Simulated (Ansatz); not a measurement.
Os (diamond, Fd-3m) at seven volumes, the program Ansatz at the PBE level (PAW), scaled uniformly. One row is withheld.

```json
[
 {"V (Å³/atom)": "19.507", "P (GPa)": "24.04"},
 {"V (Å³/atom)": "20.150", "P (GPa)": "14.65"},
 {"V (Å³/atom)": "20.793", "P (GPa)": "6.71"},
 {"V (Å³/atom)": "21.436", "P (GPa)": "0.00"},
 {"V (Å³/atom)": "22.079", "P (GPa)": "-5.67"},
 {"V (Å³/atom)": "22.722", "P (GPa)": "-10.45"},
 {"V (Å³/atom)": "23.365", "P (GPa)": "?"}
]
```

Fit the shown pressures and predict the withheld one.

P = (3/2)B₀(x^(7/2) − x^(5/2))[1 + (3/4)(B′ − 4)(x − 1)] with x = (V₀/V)^(2/3). Least squares on the six rows gives V₀ = 21.437 Å³/atom, B₀ = 205 GPa, B′ = 4.59. At V = 23.365, x = 0.9442 and P = -14.50 GPa. The run itself gave -14.47 GPa.

The start of the workflow was typed in or built on a structure type; neither database checked (COD, Materials Project) lists it. It is not the phase usual at ambient conditions (space group No. 194). The cell was relaxed with PBE under the symmetry of its start; its stability against distortions is not shown here. No spin polarisation was allowed. Scalar-relativistic: spin–orbit coupling is off unless named, which matters more the heavier the elements.

Potentials: the earlier of the program's two PAW sets.
